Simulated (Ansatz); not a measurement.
Two-dimensional strain map in Tl

All numbers below come from DFT PBEsol, scalar-relativistic, plane waves, PAW (Ansatz 0.2.0). Settings: plane waves to 420 eV, k-mesh 18×18×18 (Γ-centred), Gaussian smearing 0.15 eV. Spin–orbit coupling is left out, which can shift energies with elements as heavy as these. No spin polarisation. Energies are free energies at this smearing, counted from the undisturbed cell; pressure is positive in compression.

Reference structure (as given, not relaxed at this level; it stands at -0.8 GPa; this bcc form isn't the usual structure):

```yaml
crystal:
  lattice:
    - [-1.94100, 1.94100, 1.94100]
    - [1.94100, -1.94100, 1.94100]
    - [1.94100, 1.94100, -1.94100]
  atoms:
    - { symbol: Tl, position: [0.00000, 0.00000, 0.00000] }
```

The cell is strained by p along both x and y and by q along z, fractional coordinates fixed. Points are written (p, q).

Energy above the undisturbed cell in meV/atom (a dash: not computed):

| p \ q | -0.050 | -0.025 | 0.000 | 0.025 | 0.050 |
| --- | --- | --- | --- | --- | --- |
| -0.050 | 61.7 | 38.0 | 22.3 | 12.2 | 6.9 |
| -0.025 | 19.9 | 7.3 | 0.9 | 0.1 | 3.2 |
| 0.000 | 1.9 | -1.6 | 0.0 | 5.9 | 15.6 |
| 0.025 | 2.3 | 6.2 | 14.6 | 26.3 | 40.9 |
| 0.050 | 17.2 | 27.2 | 40.9 | 57.6 | 76.3 |

Pressure in GPa:

```
 p \ q  -0.050  -0.025  0.000  0.025  0.050
-0.050     6.8     5.0    3.6    2.3    1.2
-0.025     3.5     2.2    1.0    0.1   -0.7
 0.000     1.1     0.0   -0.8   -1.6   -2.2
 0.025    -0.7    -1.5   -2.2   -2.8   -3.2
 0.050    -2.1    -2.7   -3.2   -3.6   -3.9
```